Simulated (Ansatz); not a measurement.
# NaV₂AgO₄F₄ — ²³Na NMR of the central transition

Cell: a refined structure from the COD whose atoms were relaxed with PBE, the cell held.

Space group P2/c (No. 13); a = 10.3826, b = 5.8079, c = 4.9429 Å, β = 90.07°.

```csv
site,Wyckoff,site symmetry,x,y,z
Na,2f,2,0.5000,0.3246,0.7500
V,4g,1,0.2374,0.1637,0.2434
Ag,2e,2,0.0000,0.6769,0.2500
O9,4g,1,0.1395,0.3523,0.3726
O13,4g,1,0.1636,0.0977,0.9308
F17,4g,1,0.3670,0.3555,0.1206
F21,4g,1,0.3595,0.1050,0.5355
```

One atom of each set is listed.

Computed with Ansatz: DFT, PBE, plane waves and PAW, scalar-relativistic, 420 eV cutoff, Γ-centred 2×4×4 k-points, Fermi–Dirac smearing 0.02 eV.

²³Na has I = 3/2 and Q = 104.0 mb (Pyykkö 2018); at 21.1 T its Larmor frequency is ν₀ = 237.8 MHz. Only the quadrupole interaction is simulated: positions count from each site's isotropic chemical shift, and J coupling is left out, as are shift anisotropy and dipolar coupling, which fast spinning averages.

Question: What does the ²³Na spectrum (fast magic-angle spinning) show for each site?

Answer: 

```tsv
site	first shell	C_Q (MHz)	η	P_Q (MHz)	δ_QIS (ppm)	breadth (kHz)
Na	6 F at 2.21–2.40 Å	-1.49	0.31	1.51	-1.01	0.553
```

δ_QIS = −(ν_Q²/30ν₀²)[I(I+1) − 3/4](1 + η²/3) × 10⁶ ppm with ν_Q = 3|C_Q|/[2I(2I−1)]; it falls as 1/B₀² in ppm, and the breadth as 1/B₀ in kHz.
